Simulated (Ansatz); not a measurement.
Here is the system:

GaN (zinc blende)

```xyz
2
Lattice="0.0000 2.2490 2.2490 2.2490 0.0000 2.2490 2.2490 2.2490 0.0000" Properties=species:S:1:pos:R:3 pbc="T T T"
N      3.3734     3.3734     3.3734
Ga     0.0000     0.0000     0.0000
```

Scan: atom 2 (Ga, nearest neighbour N at 1.948 Å; its periodic images, 3.2 Å or more away, move with it) is displaced towards the nearest neighbour, direction (-0.577, -0.577, -0.577) in Cartesian axes, by s. The other atoms stay.

The numbers are results of r2SCAN (plane waves to 500 eV, PAW, scalar-relativistic; Ansatz, an electronic-structure program), not measurements. k mesh 10×10×10 (Γ-centred), Fermi-Dirac smearing 0.05 eV. The energy includes the smearing's −TS. GaN was relaxed with its symmetry unable to fall. ΔE is measured from the undisplaced structure.

The scan covers s from -0.190 to 0.190 Å in 11 points.

### Question
Is this a single well or a double well?

### Answer
A single well with its minimum at or next to zero displacement.

### Question
Is the energy the same for displacements of ±0.190 Å, and if not, which side lies higher?

### Answer
Not even: the positive side lies higher at ±0.190 Å. With its periodic images moving along, the atom's site symmetry in this cell is -43m.

### Question
What force acts on the atom along the line at s = -0.190 Å?

### Answer
1.46 eV/Å.

### Question
What is the force constant k = d²E/ds² of this move at s = 0?

### Answer
12.8 eV/Å².

### Question
With two atoms in the cell this is the zone-centre optical mode. What wavenumber follows (transverse: no LO-TO term)?

### Answer
546 cm⁻¹.

(For displaced atoms, the force is minus the slope of the energy, and its curvature is a force constant, which sets phonon frequencies.)
